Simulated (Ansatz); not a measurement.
Relaxation of a relaxed Ga cell, doubled along one cell vector, shaken by Gaussian noise of σ = 0.08 Å a coordinate; 8 atoms in the cell, which starts as P1 (No. 1), aP8; a = 4.4089 Å, b = 4.5193 Å, c = 7.7191 Å, α = 90.00°, β = 91.07°, γ = 90.00°. Method: r2SCAN (plane waves to 500 eV, PAW, scalar-relativistic; Ansatz, a program for electronic structure). Γ-centred k-mesh 9×5×7 on the run's cell (coarser than for final values), Fermi–Dirac smearing 0.05 eV. This is the first round of the run. 

The optimiser's lines from the output (shortened; P is positive under compression):

```
relax step   1: F+E_penalty+E_count = -30321.95598587 eV  Δ(F+E_penalty+E_count) = +0.000e0 eV  max|allowed force component| = 9.846e-1 eV/Å  Δτ_max = 0.0000 Å  P = +0.543 GPa  Ω = 153.775 Å³  (11 SCF iters, dr2 threshold 1.00e-7 eV, accepted)
relax step   2: F+E_penalty+E_count = -30322.14063042 eV  Δ(F+E_penalty+E_count) = -1.846e-1 eV  max|allowed force component| = 1.644e-1 eV/Å  Δτ_max = 0.1044 Å  P = +0.650 GPa  Ω = 152.420 Å³  (9 SCF iters, dr2 threshold 8.00e-7 eV, accepted)
relax step   3: F+E_penalty+E_count = -30322.16041398 eV  Δ(F+E_penalty+E_count) = -1.978e-2 eV  max|allowed force component| = 7.110e-2 eV/Å  Δτ_max = 0.0681 Å  P = +0.028 GPa  Ω = 153.465 Å³  (8 SCF iters, dr2 threshold 8.00e-7 eV, accepted)
relax step   4: F+E_penalty+E_count = -30322.16606568 eV  Δ(F+E_penalty+E_count) = -5.652e-3 eV  max|allowed force component| = 1.607e-2 eV/Å  Δτ_max = 0.0133 Å  P = -0.032 GPa  Ω = 153.725 Å³  (7 SCF iters, dr2 threshold 8.00e-7 eV, accepted)
relax step   5: F+E_penalty+E_count = -30322.16621200 eV  Δ(F+E_penalty+E_count) = -1.463e-4 eV  max|allowed force component| = 3.105e-3 eV/Å  Δτ_max = 0.0034 Å  P = -0.002 GPa  Ω = 153.641 Å³  (6 SCF iters, dr2 threshold 3.89e-8 eV, accepted)
relax step   6: F+E_penalty+E_count = -30322.16622370 eV  Δ(F+E_penalty+E_count) = -1.170e-5 eV  max|allowed force component| = 1.302e-3 eV/Å  Δτ_max = 0.0033 Å  P = +0.011 GPa  Ω = 153.610 Å³  (7 SCF iters, dr2 threshold 1.00e-9 eV, accepted)
relax step   7: F+E_penalty+E_count = -30322.16617788 eV  Δ(F+E_penalty+E_count) = +4.582e-5 eV  max|allowed force component| = 1.310e-3 eV/Å  Δτ_max = 0.0000 Å  P = +0.012 GPa  Ω = 153.610 Å³  stress off target by 1.28e-2 GPa  SCF on the basis re-selected at this cell (its energy is not comparable with the rows above)  (5 SCF iters)
```

From the first to the last row the energy changes by -0.03 eV/atom and the volume by -0.1 %. The last row is marked as not comparable with the walk above it, whose basis was carried along; it does compare with step 1, since both stand on a basis selected at the nominal cutoff for their own cell.

Later rounds, restarted from the end of this one on a renewed k-mesh, logged 7 more steps and released under 0.01 eV/atom more. The final structure after all rounds: Cmce (No. 64), oS8, AFLOW prototype A_oC8_64_f (A11, as in Ga); a = 4.4801 Å, b = 7.5947 Å, c = 4.5193 Å, α = β = γ = 90.00°. No spin polarisation in the result.
